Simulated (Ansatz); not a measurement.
According to plane-wave PAW PBE (Ansatz code), Y in the diamond structure (Fd-3m) relaxes to a = 7.042 Å. Y has 4 nearest neighbours from 3.05 Å (tetrahedral).

Electronic character: metallic (no gap). Gap from PBE with spin–orbit coupling: none (metallic).

The bulk modulus is 9.8 GPa.

The start of the workflow was typed in or built on a structure type; neither database checked (COD, Materials Project) lists it. It is not the phase usual at ambient conditions (space group No. 194). The cell was relaxed with PBE under the symmetry of its start; whether a distortion lowers the energy is not shown. The run is not spin-polarised. The volume moved by -17 % from the start of the relaxation. Scalar-relativistic: spin–orbit coupling is off unless named, which matters more the heavier the elements.

Potentials: the later of the program's two PAW sets.
